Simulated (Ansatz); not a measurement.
A plane-wave DFT run in Ansatz 0.2.0 (scalar-relativistic PAW potentials unless the input names others): input and command.

```yaml
crystal:
  lattice:
    - [3.9621217778, 0.0, 0.0231007144]
    - [0.0, 3.9621891203, 0.0]
    - [-1.9693726896, 0.0, 1.9991732442]
  atoms:
    - { symbol: Al, position: [0.0, 0.0, 0.0] }
    - { symbol: Al, position: [0.5, 0.5, 0.0] }
basis:
  ecutwfc: 420
kpoints:
  mp_grid: { grid: [9, 9, 17] }
hamiltonian:
  xc: lda
scf:
  occupations: { method: cold, width: 0.001 }
  eigensolver: { kind: davidson }
  mixing: { algorithm: anderson, beta: 0.05 }
output:
  forces: true
  eigenvalues: true
  stress: true
```

```bash
ansatz run input.yaml --threads 4 --pin off --max-ram 8192MiB --backend cpu --events-out ev --progress --plain --runs-dir out
```

Abridged log:
```
Basis set: ecut = 420 eV, 625 PW (Γ)
Bands: 7, of which v1, the nominal top of the filled ones, is band 3 counted from 1 (2 counted from 0)
Symmetry: 8 space group operations
k-points: 385 of 1377
SCF iter   1: F=—  HF=-1025.755077 eV  |F-HF|=—  |Δ(HF+E_count)|=         —  Δρ=3.54e-3  dr2=3.79e-3  ethr=1.77e-3  ⟨swp⟩=8.9  Hψ=16504  notcnv=2
SCF iter   2: F=—  HF=-1025.755239 eV  |F-HF|=—  |Δ(HF+E_count)|=   1.62e-4  S|Δr|=    0.00e0  Δρ=3.39e-3  dr2=3.50e-3  ethr=6.31e-5  ⟨swp⟩=3.8  Hψ=6760  notcnv=0  defer=145  κ⁻¹=1.0e0(r=1)
SCF iter   3: F=—  HF=-1025.753756 eV  |F-HF|=—  |Δ(HF+E_count)|=   1.48e-3  S|Δr|=    0.00e0  Δρ=4.46e-4  dr2=6.61e-5  ethr=1.36e-6  ⟨swp⟩=5.0  Hψ=15250  notcnv=0  defer=206  κ⁻¹=4.5e-5(r=2)
SCF iter   4: F=—  HF=-1025.753754 eV  |F-HF|=—  |Δ(HF+E_count)|=   2.05e-6  S|Δr|=    0.00e0  Δρ=3.82e-4  dr2=1.55e-5  ethr=1.10e-6  ⟨swp⟩=2.3  Hψ=5525  notcnv=0  defer=65  κ⁻¹=8.9e-6(r=3)
SCF iter   5: F=—  HF=-1025.753704 eV  |F-HF|=—  |Δ(HF+E_count)|=   4.96e-5  S|Δr|=    0.00e0  Δρ=2.33e-4  dr2=7.26e-6  ethr=2.58e-7  ⟨swp⟩=2.8  Hψ=5064  notcnv=0  defer=2  κ⁻¹=9.7e-7(r=4)
automatic band count: iteration 5 solves 6 bands in place of 7: the levels show a gap, and the empty bands left out lie too high to hold charge; the band table lists the bands solved (type scf.n_extra_bands for more)
SCF iter   6: F=—  HF=-1025.753692 eV  |F-HF|=—  |Δ(HF+E_count)|=   1.19e-5  S|Δr|=    0.00e0  Δρ=1.01e-5  dr2=2.64e-8  ethr=1.21e-7  ⟨swp⟩=3.1  Hψ=6546  notcnv=0  defer=6  κ⁻¹=4.8e-8(r=5)
SCF iter   7: F=—  HF=-1025.753692 eV  |F-HF|=—  |Δ(HF+E_count)|=   4.55e-8  S|Δr|=    0.00e0  Δρ=5.93e-6  dr2=7.62e-9  ethr=4.40e-10  ⟨swp⟩=3.7  Hψ=4598  notcnv=0  defer=5  κ⁻¹=1.7e-9(r=6)
SCF iter   8: F=-1025.753692 eV  HF=-1025.753692 eV  |F-HF|=5.12e-8  |Δ(HF+E_count)|=   5.71e-8  S|Δr|=    0.00e0  Δρ=4.53e-6  dr2=4.89e-9  ethr=1.27e-10  ⟨swp⟩=2.8  Hψ=4014  notcnv=0  defer=1
SCF 1 converged in 8 iterations: F = -1025.753692 eV  dr2 = 4.89e-9
  Residual-converged pass: ⟨swp⟩=2.9  Hψ=4209  notcnv=0  max |occ|·‖R‖ = 6.7e-6 eV (tolerance 6.7e-6 eV) dr2=4.78e-9  dr2_onsite=5.84e-8  max |Δocc| = 2.6e-10
SCF converged after 8 iterations
Stability not checked: this state was not tested for a lower state beside it, because cold or Methfessel-Paxton smearing, or corrected tetrahedra, fill the levels in a way that the test cannot read (fill_not_monotonic; see scf.lower_state_search)
Free energy (F): -1025.753692 eV
Harris-Foulkes:  -1025.753692 eV  (|F-HF|=5.12e-8)
Internal energy: -1025.753692 eV  (E = F + TS)
E sigma→0 (E₀):  -1025.753692 eV
Entropy (-TS):   0.000000 eV (0.000 meV/atom)
Fermi energy:    8.229901 eV
Step filling:    the computed levels leave a gap of 0.0035 eV = 3.5 smearing widths at the electron count; against every level under it full and every level over it empty, smearing changes F+E_penalty+E_count by +2.37e-4 meV and its σ→0 estimate by +1.58e-4 meV
--- Forces (eV/Å), atoms counted from 1 ---
  atom   1  Al     0.00000000     0.00000000     0.00000000
  atom   2  Al     0.00000000     0.00000000     0.00000000
--- Stress (GPa, compression-positive) ---
        1.117839       0.000000       0.104215
        0.000000      -0.239599       0.000000
        0.104215       0.000000      -0.286981
  P = ⅓ Tr σ = 0.1971 GPa (1.971 kbar)
```

Apart from outputs and empty bands, the input differs from a reference run on usual settings in scf.occupations.method: "gaussian" → "cold"; scf.occupations.width: 0.1 → 0.001; scf.eigensolver.kind: not typed → "davidson"; scf.mixing.algorithm: not typed → "anderson"; scf.mixing.beta: not typed → 0.05. The reference, at the same geometry (not necessarily relaxed), gave pressure 0.22 GPa, largest force 0.000 eV/Å, no gap on the mesh. This run converged in 8 SCF iterations (reference: 6) with an energy at zero smearing 0.16 meV/atom below the reference's, pressure 0.20 GPa, largest force 0.000 eV/Å, no gap on the mesh. Its k mesh, for so narrow a smearing in a metal, is looser than usual, yet energy, pressure and forces hardly moved.

It took 3.8 s on 4 threads of Arm Neoverse N1, on a shared host, peak memory 0.32 GiB.